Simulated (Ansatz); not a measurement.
## Two states of CuSnF$_{6}$

```
F Cu Sn
1.0
     2.59210    4.63409   -0.08028
    -2.63758    4.66035   -0.04655
    -2.65271    1.49644    4.59297
F Cu Sn
6 1 1
Direct
  0.41858 0.57434 0.25791
  0.03880 0.19857 0.24210
  0.78657 0.79888 0.23789
  0.58640 0.44628 0.73018
  0.97836 0.81600 0.74339
  0.17894 0.23510 0.72614
  0.51397 0.95242 0.53209
  0.96057 0.05101 0.98207
```

The numbers come from plane-wave PAW DFT (Ansatz): r2SCAN, with U_eff = 3.01 eV on Cu d (all-electron-ortho-atomic projectors), 500 eV, 4×5×4 (shifted by 0, 0, 0.5 steps) k points, fermi-dirac occupations (width 0.1 eV). Nothing was relaxed.

State A: Cu7 up (collinear spin). State B: no moments (no spin polarisation).

Question: Compare the two self-consistent states.

Answer: State A is lower by 106.6 meV an atom at zero smearing; in free energy at this smearing B lies +94.7 meV an atom from A.

```csv
state,free energy (meV/atom),largest moment in a small sphere (μB),net moment (μB/cell),gap on mesh (eV),pressure (GPa),largest force (eV/Å)
A,0.0,0.82,1.00,1.17,-10.0,7.85
B,94.7,0.00,0.00,metal,-8.5,7.35
```

Origin: a strained cell with displaced atoms, so it need not be a known compound. Caveats: an odd or shifted mesh can miss the band edges, so this level's true gap may be smaller; no spin-orbit coupling, which can shift this gap by tenths of an eV; atoms or cell far from equilibrium; odd electron count without spin polarisation, so a magnetic state may lie lower; the k mesh is coarse if the cell is a metal.
